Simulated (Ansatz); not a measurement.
ScAl2 (cubic Laves (MgCu2 type), space group No. 227), a = 7.557 Å, b = 7.557 Å, c = 7.557 Å, α = 90.00°, β = 90.00°, γ = 90.00°; the cell used has 6 atoms.

Relaxed with r²SCAN.

Q: Which orbitals make up the states near the Fermi level in the program Ansatz at the r²SCAN level (PAW)?

A: Within 0.5 eV of the Fermi level: Sc 3d 60 %, Al 3p 27 %. Projections are on Löwdin-orthogonalised atomic valence shells; empty p or d shells of many metals are not among them.

Q: Tabulate the density of states.

A: States/eV per cell of 6 atoms, in 0.25 eV bins, energy from the Fermi level.

| E (eV) | total | Sc 3d | Al 3p | Al 3s |
|---|---|---|---|---|
| -7.85 | 0.40 | 0.03 | 0.21 | 0.15 |
| -7.60 | 1.11 | 0.08 | 0.61 | 0.39 |
| -7.35 | 2.13 | 0.13 | 1.23 | 0.63 |
| -7.10 | 1.15 | 0.08 | 0.67 | 0.34 |
| -6.85 | 0.82 | 0.06 | 0.49 | 0.24 |
| -6.60 | 0.62 | 0.05 | 0.38 | 0.18 |
| -6.35 | 0.48 | 0.04 | 0.30 | 0.13 |
| -6.10 | 0.37 | 0.03 | 0.23 | 0.10 |
| -5.85 | 0.29 | 0.02 | 0.19 | 0.07 |
| -5.60 | 1.58 | 0.06 | 1.01 | 0.28 |
| -5.35 | 1.89 | 0.10 | 1.20 | 0.35 |
| -5.10 | 1.63 | 0.10 | 1.04 | 0.31 |
| -4.85 | 1.68 | 0.11 | 1.07 | 0.34 |
| -4.60 | 1.98 | 0.14 | 1.25 | 0.44 |
| -4.35 | 2.41 | 0.20 | 1.46 | 0.61 |
| -4.10 | 2.24 | 0.30 | 1.22 | 0.63 |
| -3.85 | 1.94 | 0.38 | 0.93 | 0.58 |
| -3.60 | 1.35 | 0.25 | 0.71 | 0.30 |
| -3.35 | 1.59 | 0.24 | 0.99 | 0.22 |
| -3.10 | 2.50 | 0.34 | 1.70 | 0.26 |
| -2.85 | 3.10 | 0.40 | 2.23 | 0.26 |
| -2.60 | 2.57 | 0.43 | 1.80 | 0.19 |
| -2.35 | 2.27 | 0.41 | 1.65 | 0.10 |
| -2.10 | 3.11 | 0.65 | 2.13 | 0.16 |
| -1.85 | 3.12 | 0.90 | 1.93 | 0.16 |
| -1.60 | 2.78 | 0.93 | 1.56 | 0.17 |
| -1.35 | 2.31 | 0.83 | 1.17 | 0.20 |
| -1.10 | 2.26 | 0.85 | 0.98 | 0.28 |
| -0.85 | 3.93 | 1.57 | 1.74 | 0.37 |
| -0.60 | 3.48 | 1.57 | 1.41 | 0.28 |
| -0.35 | 3.04 | 1.61 | 1.03 | 0.19 |
| -0.10 | 4.29 | 2.55 | 1.25 | 0.15 |
| 0.15 | 2.56 | 1.64 | 0.56 | 0.07 |
| 0.40 | 1.78 | 1.27 | 0.23 | 0.04 |
| 0.65 | 2.59 | 2.07 | 0.16 | 0.06 |
| 0.90 | 2.21 | 1.68 | 0.22 | 0.08 |
| 1.15 | 4.92 | 3.37 | 0.72 | 0.25 |
| 1.40 | 5.59 | 3.21 | 1.09 | 0.38 |
| 1.65 | 5.17 | 3.28 | 0.86 | 0.24 |
| 1.90 | 6.01 | 3.76 | 0.86 | 0.24 |
| 2.15 | 2.93 | 1.80 | 0.38 | 0.16 |
| 2.40 | 3.54 | 2.38 | 0.39 | 0.22 |
| 2.65 | 3.87 | 2.91 | 0.39 | 0.21 |
| 2.90 | 4.39 | 3.44 | 0.41 | 0.26 |
| 3.15 | 7.33 | 5.52 | 0.62 | 0.79 |
| 3.40 | 10.49 | 6.73 | 0.85 | 2.12 |
| 3.65 | 5.03 | 2.53 | 0.57 | 1.41 |
| 3.90 | 2.81 | 1.38 | 0.40 | 0.84 |
| 4.15 | 3.12 | 1.42 | 0.67 | 0.67 |

Space group Fd-3m (cubic Laves (MgCu2 type)). The workflow started from a Materials Project entry (that database holds measured and hypothetical structures alike); the Crystallography Open Database copy checked does not list it. Whether it is the stable phase at ambient conditions was not checked. Symmetry was held in the r²SCAN relaxation; its stability against distortions is not shown here. No spin polarisation was allowed.

Potentials: the later of the program's two PAW sets.
